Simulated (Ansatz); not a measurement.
Geometry optimisation in Ansatz: input, command and trajectory.

```yaml
crystal:
  lattice:
    - [4.1224790243, 0.0, 0.0]
    - [-2.0612395121, 3.5701715616, 0.0]
    - [0.0, 0.0, 6.9657817645]
  atoms:
    - { symbol: Ca, position: [0.0, 0.0, 0.0] }
    - { symbol: Al, position: [0.3333333333, 0.6666666667, 0.6295830805] }
    - { symbol: Al, position: [0.6666666667, 0.3333333333, 0.3704169195] }
    - { symbol: Ge, position: [0.3333333333, 0.6666666667, 0.256850456] }
    - { symbol: Ge, position: [0.6666666667, 0.3333333333, 0.743149544] }
basis:
  ecutwfc: 420
kpoints:
  mp_grid: { grid: [12, 12, 6] }
hamiltonian:
  xc: pbesol
scf:
  occupations: { method: gaussian, width: 0.1 }
output:
  forces: true
  stress: true
  eigenvalues: true
relax:
  adjacent_minimum: "off"
  f_tol: 0.01
  max_steps: 30
  cell: { stress_tol: 0.1, fix: [volume] }
```

```bash
ansatz run input.yaml --threads 1 --pin off --max-ram 2560MiB --backend cpu --events-out ev --progress --plain --runs-dir out
```

Computed with DFT PBEsol, scalar-relativistic, plane waves, PAW (Ansatz).

The volume is held at 0.97 times that of the relaxed cell.

Of 4 frames 3 are shown, positions in Å and forces in eV/Å; the SCF threshold varies from step to step. Steps run on the plane waves of an earlier cell, with a Pulay correction in the pressure. The basis is chosen afresh for the last frame, the zero of the energies, and at times for earlier ones too; energy and pressure step there, also at an unchanged geometry.

```xyz
5
Lattice="4.1225 0.0000 0.0000 -2.0612 3.5702 0.0000 0.0000 0.0000 6.9658" Properties=species:S:1:pos:R:3:forces:R:3 pbc="T T T" step=1 free_energy_over_end_meV_per_atom=0.42 pressure_GPa=2.17
Ca    0.0000    0.0000    0.0000    0.0000    0.0000    0.0000
Al    0.0000    2.3801    4.3855    0.0000    0.0000    0.0123
Al    2.0612    1.1901    2.5802    0.0000    0.0000   -0.0123
Ge    0.0000    2.3801    1.7892    0.0000    0.0000   -0.1167
Ge    2.0612    1.1901    5.1766    0.0000    0.0000    0.1167
5
Lattice="4.1311 0.0000 0.0000 -2.0655 3.5776 0.0000 0.0000 0.0000 6.9367" Properties=species:S:1:pos:R:3:forces:R:3 pbc="T T T" step=2 free_energy_over_end_meV_per_atom=0.02 pressure_GPa=1.94
Ca    0.0000    0.0000    0.0000    0.0000    0.0000    0.0000
Al    0.0000    2.3851    4.3736    0.0000    0.0000   -0.0204
Al    2.0655    1.1925    2.5631    0.0000    0.0000    0.0204
Ge    0.0000    2.3851    1.7651    0.0000    0.0000    0.0095
Ge    2.0655    1.1925    5.1716    0.0000    0.0000   -0.0095
5
Lattice="4.1296 0.0000 0.0000 -2.0648 3.5763 0.0000 0.0000 0.0000 6.9418" Properties=species:S:1:pos:R:3:forces:R:3 pbc="T T T" step=4 free_energy_over_end_meV_per_atom=0.00 pressure_GPa=1.96
Ca    0.0000    0.0000    0.0000    0.0000    0.0000    0.0000
Al    0.0000    2.3842    4.3738    0.0000    0.0000   -0.0053
Al    2.0648    1.1921    2.5680    0.0000    0.0000    0.0053
Ge    0.0000    2.3842    1.7674    0.0000    0.0000    0.0017
Ge    2.0648    1.1921    5.1744    0.0000    0.0000   -0.0017
```

It took 57 s on 1 thread of Arm Neoverse V2 (shared host), peak memory 0.51 GiB.